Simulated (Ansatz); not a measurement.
ZnGeO3:
```
ZnGeO3
1.0
    2.48321     1.43368     4.61683
   -2.48321     1.43368     4.61683
    0.00000    -2.86736     4.61683
Zn Ge O
2 2 6
Direct
  0.36751   0.36751   0.36751
  0.63249   0.63249   0.63249
  0.15637   0.15637   0.15637
  0.84363   0.84363   0.84363
  0.78531   0.04717   0.43870
  0.21469   0.95283   0.56130
  0.04717   0.43870   0.78531
  0.95283   0.56130   0.21469
  0.43870   0.78531   0.04717
  0.56130   0.21469   0.95283
```

Relaxed with r²SCAN. DFT-r²SCAN in the program Ansatz with PAW potentials gives a gap of 3.19 eV.

Task: What gap does HSE06 give on the same cell (Ansatz, PAW)?

Result: 4.42 eV, 1.23 eV more. The hybrid was solved on a coarser mesh and at special points; its gap is the smallest among all of these.

| k | v1 r²SCAN | c1 r²SCAN | v1 HSE06 | c1 HSE06 |
|---|---|---|---|---|
| Γ | -0.17 | 3.19 | -0.19 | 4.42 |
| T | -0.25 | 5.82 | ___ | ___ |
| L | -0.11 | 6.62 | ___ | ___ |
| F | -0.12 | 6.81 | ___ | ___ |
| S0 | -0.10 | 6.66 | -0.11 | 8.01 |
| H0 | -0.13 | 6.73 | ___ | ___ |

Task: Top valence (v1) and lowest conduction level (c1) in eV from each method's valence maximum (which need not be a listed point): supply the withheld HSE06 values.

Result: 
- H0, v1 HSE06: -0.15
- H0, c1 HSE06: 8.08
- T, v1 HSE06: -0.24
- T, c1 HSE06: 7.12
- L, v1 HSE06: -0.11
- L, c1 HSE06: 7.96
- F, v1 HSE06: -0.12
- F, c1 HSE06: 8.18

Cost on shared cores: the r²SCAN run (SCF on a 7×7×7 mesh, then bands and DOS) very roughly 3 core-minutes, the HSE06 run (SCF on 4×4×4, then a few points) very roughly 5 core-minutes; the tasks are unlike.

Space group R-3. The workflow started from a Materials Project entry (that database holds measured and hypothetical structures alike); the Crystallography Open Database copy checked does not list it. Its standing as an ambient phase is unchecked. The r²SCAN relaxation kept the symmetry of its start; whether a distortion lowers the energy is not shown. Scalar-relativistic: spin–orbit coupling is off unless named, which matters more the heavier the elements.

Potentials: the later of the program's two PAW sets.
